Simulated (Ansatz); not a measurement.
NbP$_{2}$:
Space group C2/m (No. 12); a = 8.8725 Å, b = 3.2941 Å, c = 7.5583 Å, α = γ = 90.00°, β = 119.06°

```csv
atom,site,symmetry,x,y,z
Nb,4i,m,0.1598,0.0000,0.2007
P,4i,m,0.4032,0.0000,0.0988
P,4i,m,0.1332,0.0000,0.5264
```
(The calculation used a cell of 6 atoms; values per cell refer to that cell.)

This is the r²SCAN-relaxed structure.

Task: All from r²SCAN (plane waves, PAW; program Ansatz), unless another level is named. Predict the electronic character.

Result: no gap, with almost no states at the Fermi level (zero-gap or semimetallic).

Task: And the formation energy from the elements (no fitted shifts)?

Result: -0.77 eV/atom.

The workflow started from a Materials Project entry (that database holds measured and hypothetical structures alike); the Crystallography Open Database copy checked does not list it. Whether it is the stable phase at ambient conditions was not checked. Symmetry was held in the r²SCAN relaxation; whether a distortion lowers the energy is not shown. The run is not spin-polarised. A small band overlap can be real or an error of a semilocal functional. The references are the lowest solids computed at this level, not always the standard phases. Scalar-relativistic: spin–orbit coupling is off unless named, which matters more the heavier the elements.

Potentials: the later of the program's two PAW sets.
